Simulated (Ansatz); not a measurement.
Here is the system:

B:
```
B
1.0
   -2.31942     2.31942     2.31942
    2.31942    -2.31942     2.31942
    2.31942     2.31942    -2.31942
B
4
Direct
  0.00000   0.25000   0.50000
  0.25000   0.50000   0.00000
  0.50000   0.00000   0.25000
  0.25000   0.25000   0.25000
```

This is the r²SCAN-relaxed structure.

Problem. All from plane-wave PAW r²SCAN (Ansatz code), unless another level is named. Give the Debye temperature from the elastic constants.

Solution. 614 K.

Problem. Give the elastic constants (relaxed ions, GPa).

Solution. C11 = 145, C12 = 94.7, C44 = 26.1.

Space group I4_132. The start of the workflow was typed in or built on a structure type; neither database checked (COD, Materials Project) lists it. It is not the phase usual at ambient conditions (space group No. 166). The cell was relaxed with r²SCAN under the symmetry of its start; whether a distortion lowers the energy is not shown.

Potentials: the earlier of the program's two PAW sets.
